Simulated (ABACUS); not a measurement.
Set-up for a self-consistent single point of a model cell of Os (Imma, 2 atoms in the cell; prototype structure).

```
CELL_PARAMETERS angstrom
      0.00000     2.74810     2.74810
      2.74810     0.00000     2.74810
      2.74810     2.74810     0.00000
ATOMIC_POSITIONS crystal
  Os 0.73545 0.73545 0.76455
  Os 0.50000 0.50000 0.50000
```

Level of theory: PBE, numerical atomic orbitals DZP (confined pseudo-atomic orbitals with Gaussian additions; energy shift 0.003 Ry), PseudoDojo 0.5 standard norm-conserving PBE (tails mended) pseudopotentials (ABACUS 3.10.1).

ABACUS settings:

| key | value |
|---|---|
| basis | DZP numerical atomic orbitals, energy shift 0.003 Ry |
| KPT | Gamma 10 10 10 0 0 0 |
| basis_type | lcao |
| ecutwfc | 100 Ry |
| smearing_method | mp |
| smearing_sigma | 0.0199916 Ry |
| potentials | PseudoDojo 0.5 standard norm-conserving PBE (tails mended) |
| symmetry | 1 |
| ks_solver | scalapack_gvx |
| scf_nmax | 100 |
| scf_thr | 1.0e-07 |
| mixing_type | broyden |
| mixing_beta | 0.4 |

Estimate, at this level of theory: pressure and largest force (vector length).

The run gave:

* **Pressure**: 8.68 GPa
* **Largest force (vector length)**: 1.780 eV/Å

For comparison: a first run was changed to give this one (atom 1 moved by -0.08 angstrom along z), and from it to this one the free energy goes up by 35.8 meV/atom, the pressure goes from 8.06 to 8.68 GPa and the largest force goes from under 0.1 to 1.78 eV/Å.

The starting geometry comes from a prototype or from typed values, not from a relaxation at this level; it need not be a known phase. The atom-centred basis is finite, which shifts total energies, pressures and forces against plane waves. Forces above 1 eV/Å remain at this geometry, of which the finite basis can carry a part.

Cost on one core: about 28 core-seconds (a rough figure).

The atomic orbitals were generated for these runs; they are not ABACUS's published sets and were checked against plane waves on a few crystals only.

“Tails mended”: in these copies of the files the far tail of each local potential was reset to the Coulomb form.
